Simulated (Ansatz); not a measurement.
ZnF$_{2}$ (rutile, P4_2/mnm), DFT-PBE in the program Ansatz with PAW potentials. The conduction-band minimum lies at Γ, with 1 equivalent valley. Second derivatives d²E/dk² of the lowest band at one valley (eV·Å²), along Cartesian directions:

```
direction  d²E/dk²
---------  -------
[100]        17.00
[010]        17.00
[001]        18.75
[110]        17.00
[101]        17.87
[011]        17.87
```

Question: Find the principal effective masses, the density-of-states mass and the conductivity mass.

Answer: Off-diagonal terms follow from H_xy = H[110] − (H_xx + H_yy)/2, and m*/mₑ = 7.620 eV·Å² over each eigenvalue: 0.41, 0.45, 0.45. One valley's DOS mass (m₁m₂m₃)^(1/3) = 0.43, conductivity mass 3/(Σ 1/mᵢ) = 0.43 mₑ.

Question: What effective density of states Nc follows at 300 K for parabolic valleys?

Answer: Nc = 2.509e19 × 1 × (0.43)^(3/2) ≈ 7.1e18 cm⁻³.

Symmetry was held in the PBE relaxation.

Potentials: the later of the program's two PAW sets.

Edges and masses are those of Kohn–Sham bands, whose gap is no quasiparticle gap.
